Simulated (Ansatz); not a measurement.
Input:

MoPd2:
```xyz
3
Lattice="-1.3701 1.9739 4.1044 1.3701 -1.9739 4.1044 1.3701 1.9739 -4.1044" Properties=species:S:1:pos:R:3 pbc="T T T"
Mo     0.0000     0.0000     0.0000
Pd     0.0000     0.0000     2.7457
Pd     0.0000     0.0000     5.4630
```

This is the r²SCAN-relaxed structure.

All from r²SCAN in the plane-wave PAW code Ansatz, unless another level is named. Predict the formation energy from the elements (no fitted shifts).

-0.087 eV/atom.

What about the density of states at the Fermi level?

0.68 states/eV per atom (mean over ±0.08 eV).

Space group Immm. The first step of the workflow began from a Materials Project structure, measured or hypothetical; the Crystallography Open Database copy checked does not list it. With Mo and Pd taken as one species the cell has the higher symmetry Fm-3m, so it may be an ordered model of a mixed-site phase. Whether it is the stable phase at ambient conditions was not checked. Symmetry was held in the r²SCAN relaxation; its stability against distortions is not shown here. No spin polarisation was allowed. The references are the lowest solids computed at this level, not always the standard phases. Scalar-relativistic: spin–orbit coupling is off unless named, which matters more the heavier the elements.

Potentials: the later of the program's two PAW sets.
